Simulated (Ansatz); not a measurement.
## How much do the gradients of Ru depend on the method?

Cell: an entry of the Crystallography Open Database (COD), whose atoms a relaxation with PBE at fixed cell left in place.

```
CELL_PARAMETERS angstrom
2.70580 0.00000 0.00000
-1.35290 2.34329 0.00000
0.00000 0.00000 4.28190
ATOMIC_POSITIONS crystal
Ru 0.33333 0.66667 0.25000
Ru 0.66667 0.33333 0.75000
```

Atom numbers follow the list; atoms alike are taken as one site, whose name carries the number of the first.

First run. Level of theory: DFT, PBE, plane waves and PAW, scalar-relativistic, 420 eV cutoff, Γ-centred 20×20×11 k-points, Fermi–Dirac smearing 0.05 eV (Ansatz 0.2.0).

```
site  atom  V_zz (10²¹ V/m²)     η
  Ru     1             -1.19  0.00
```

Second run. The same atoms and settings, except that the functional is r2SCAN and the cutoff is 500 eV.

(1) What does the second run give?

Results:

(1) 

```json
{"site": "Ru", "atom": "1", "V_zz": "-1.12", "η": "0.00", "change of V_zz": "+0.07"}
```

The largest change of V_zz is on Ru, from -1.19 to -1.12.

With no gap above 0.1 eV, as in a metal, the gradients converge slowly in k; expect changes of a tenth or more on a denser mesh. Without spin–orbit coupling (the program notes it for Ru) the gradients can shift somewhat, as the gap is small. With these PAW files V_zz is typically within 2 to 3 % of all-electron values, but misses above 10 % occur on Ru.
For the first run: At this cell the principal stresses reach 5 GPa in size with PBE, which can matter for small gradients.
